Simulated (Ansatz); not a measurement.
SiGe:
```
CELL_PARAMETERS angstrom
      3.91890     0.00000     0.00000
     -1.95945     3.39386     0.00000
      0.00000     0.00000    12.85040
ATOMIC_POSITIONS crystal
  Ge 0.00000 0.00000 0.99971
  Ge 0.00000 0.00000 0.49971
  Ge 0.66667 0.33333 0.75055
  Ge 0.33333 0.66667 0.25055
  Si 0.00000 0.00000 0.81306
  Si 0.00000 0.00000 0.31306
  Si 0.66667 0.33333 0.56230
  Si 0.33333 0.66667 0.06230
```

Relaxed with HSE06.

### Question
Give the Bader charges and basin volumes of the independent atoms, HSE06 (plane waves, PAW; program Ansatz).

### Answer


```
atom  Bader charge (e)  Bader volume (Å³)
----  ----------------  -----------------
Ge1              -0.28               22.9
Ge3              -0.28               23.4
Si5              +0.29               19.3
Si7              +0.27               19.8
```

Space group P6_3mc. A made-up cell: these elements were put on the sites of a structure type; the Crystallography Open Database copy checked does not list it. Its standing as an ambient phase is unchecked. The HSE06 relaxation kept the symmetry of its start; its stability against distortions is not shown here.

Potentials: the later of the program's two PAW sets.
